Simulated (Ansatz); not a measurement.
**YNi$_{2}$Ge$_{2}$, first-principles data**

YNi2Ge2:
```cif
data_Ge2Ni2Y
_chemical_formula_sum 'Y1 Ni2 Ge2'
_space_group_name_H-M_alt 'P 1'
_space_group_IT_number 1
_cell_length_a 5.64605
_cell_length_b 5.64605
_cell_length_c 5.64605
_cell_angle_alpha 138.072
_cell_angle_beta 138.072
_cell_angle_gamma 60.794
loop_
_space_group_symop_operation_xyz
  'x, y, z'
loop_
_atom_site_label
_atom_site_type_symbol
_atom_site_fract_x
_atom_site_fract_y
_atom_site_fract_z
_atom_site_occupancy
Y1 Y 0.00000 0.00000 0.00000 1
Ni1 Ni 0.25000 0.75000 0.50000 1
Ni2 Ni 0.75000 0.25000 0.50000 1
Ge1 Ge 0.62946 0.62946 0.00000 1
Ge2 Ge 0.37054 0.37054 0.00000 1
```

Space group I4/mmm (No. 139); conventional cell a = 4.0401 Å, b = 4.0401 Å, c = 9.7399 Å, α = 90.00°, β = 90.00°, γ = 90.00°.

Method: DFT-r²SCAN in the program Ansatz with PAW potentials. The cell and atoms are relaxed at this level. Other levels are named where they apply.

Cell and energy:

```yaml
volume_per_atom: 15.90 Å³
density: 7.34 g/cm³
Formation energy from the elements (no fitted shifts): -0.73 eV/atom
```

Electronic structure:

```yaml
electronic_character: metallic (no gap)
Density of states at the Fermi level: 0.59 states/eV per atom (mean over ±0.08 eV)
```

The workflow started from a Materials Project entry (that database holds measured and hypothetical structures alike); the Crystallography Open Database copy checked does not list it. Its standing as an ambient phase is unchecked. The cell was relaxed with r²SCAN under the symmetry of its start; its stability against distortions is not shown here. The run is not spin-polarised. The references are the lowest solids computed at this level, not always the standard phases. Spin–orbit coupling is left out wherever it is not named.

Potentials: the later of the program's two PAW sets.
